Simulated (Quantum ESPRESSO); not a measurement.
# One change at a time to Hf2OsPd2Ru2Sn

These are calculations, not measurements. They come from Quantum ESPRESSO 7.5, a public plane-wave density functional program. Each row is one single-point run on a made-up periodic cell of eight metal atoms, with elements, volume, strain and displacements drawn at random and not relaxed, so a cell may be unstable or far from any real phase. There is no spin polarisation or spin-orbit coupling.

Settings: PBE unless stated; PseudoDojo standard norm-conserving files; Fermi-Dirac width 0.25 eV, which means electrons at about 2900 K; cutoff 1143 eV; 8 x 4 x 4 k mesh shifted half a step off Gamma. E is the free energy of the whole cell (internal energy minus TS), so a -TS column is already part of it. Stress is positive in tension, and the pressure P is minus a third of its trace.

Checks: one run of this series was repeated at a higher cutoff and on a denser mesh, which moved values by no more than 0.005 eV, 0.04 GPa and 0.004 eV/Å, and a second program with other atomic files agreed on it to 2 % rms in force and 0.5 GPa in pressure. Known limits: the tin pseudopotential is less sure than most, with forces differing by about three percent from a second method on plain tin; heavy elements are run without spin-orbit coupling, which real alloys of them have; a spin test at this wide smearing found no moment, but such smearing suppresses magnetism that the real alloy may have.

The lattice is face-centred cubic, and the cell vectors in Å are (-0.012, 2.142, 2.098); (-4.178, 4.291, -4.178); (-4.246, -4.301, 4.236), a volume of 151.84 Å³ in run 1. The elements on sites 1 to 8 are Sn Ru Hf Pd Ru Hf Pd Os. Each later run makes one change to run 1 and keeps the rest. E is counted from run 1, and is n/a where other atomic files have another zero of energy.

| run | change | V (Å³) | P (GPa) | -TS (eV) | rms force (eV/Å) | largest change of a force component (eV/Å) | E (eV) |
|---|---|---|---|---|---|---|---|
| 1 | none | 151.84 | -13.15 | -1.947 | 1.042 | 0.000 | 0.000 |
| 2 | sites 4 and 8 exchanged | 151.84 | -13.16 | -1.806 | 0.982 | 0.654 | -0.234 |
| 3 | all lengths scaled by +1.82 % | 160.28 | -17.80 | -2.080 | 0.922 | 0.288 | ? |
| 4 | PBEsol in place of PBE | 151.84 | -19.10 | -1.950 | 1.032 | 0.075 | n/a |
| 5 | Zn on site 6 | 151.84 | -18.86 | -1.884 | 0.600 | 1.554 | n/a |
| 6 | site 5 moved by -0.05 Å along y | 151.84 | -13.20 | -1.955 | 1.032 | 0.036 | -0.003 |

## Worked estimate

Along a uniform scaling dE = -P dV. The mean of the two pressures is -15.475 GPa and the volume changes by 8.44 Å³, with 160.2 GPa to one eV/Å³. The same two rows give -V dP/dV = 86 GPa for this cell with clamped atoms, which is not the bulk modulus of a real alloy.

## Withheld value

Question: what E should run 3 give?

The estimate is 0.815 eV. The calculation gave 0.822 eV. The mean of two end points misses the curvature of P, and the finite cutoff adds a little.
